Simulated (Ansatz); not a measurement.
Profile along the Cd–Cd line in Cd (hcp, Mg type)

Cd (hcp, Mg type)

```cif
data_Cd2
_chemical_formula_sum 'Cd2'
_space_group_name_H-M_alt 'P63/mmc'
_space_group_IT_number 194
_space_group_name_Hall '-P 6c 2c'
_cell_length_a 3.01606
_cell_length_b 3.01606
_cell_length_c 5.81912
_cell_angle_alpha 90.000
_cell_angle_beta 90.000
_cell_angle_gamma 120.000
loop_
_atom_site_label
_atom_site_type_symbol
_atom_site_symmetry_multiplicity
_atom_site_Wyckoff_symbol
_atom_site_fract_x
_atom_site_fract_y
_atom_site_fract_z
_atom_site_occupancy
Cd1 Cd 2 d 0.66667 0.33333 0.25000 1
```

Fields along a shortest Cd–Cd line of a (0001) plane (3.02 Å), from Cd to Cd, interpolated on the slice's grid (step about 0.3 Å). All values below come from PBE (plane waves to 420 eV, PAW, scalar-relativistic; Ansatz, a first-principles code). k mesh 18×18×8. Inside the PAW spheres the values are not all-electron values, and peaks at nuclei hang on which shells count as valence. Cd was relaxed with its symmetry unable to fall. The relaxed volume of Cd is well above the measured one; the method has no dispersion term.

| distance from Cd (Å) | valence electron density (e/Å³) | electron localisation function |
|---|---|---|
| 0.00 | 26.57 | x |
| 0.30 | 18.14 | x |
| 0.60 | 5.68 | 0.50 |
| 0.91 | 0.99 | 0.29 |
| 1.21 | 0.27 | 0.20 |
| 1.51 | 0.19 | 0.24 |
| 1.81 | 0.27 | 0.20 |
| 2.11 | 0.99 | 0.29 |
| 2.42 | 5.68 | 0.50 |
| 2.72 | 18.14 | x |
| 3.02 | 26.57 | x |

x: too close to a nucleus for the ELF to mean much.

Density on the Cd–Cd line (3.02 Å) at its midpoint: 0.19 e/Å³. ELF at that point: 0.24.
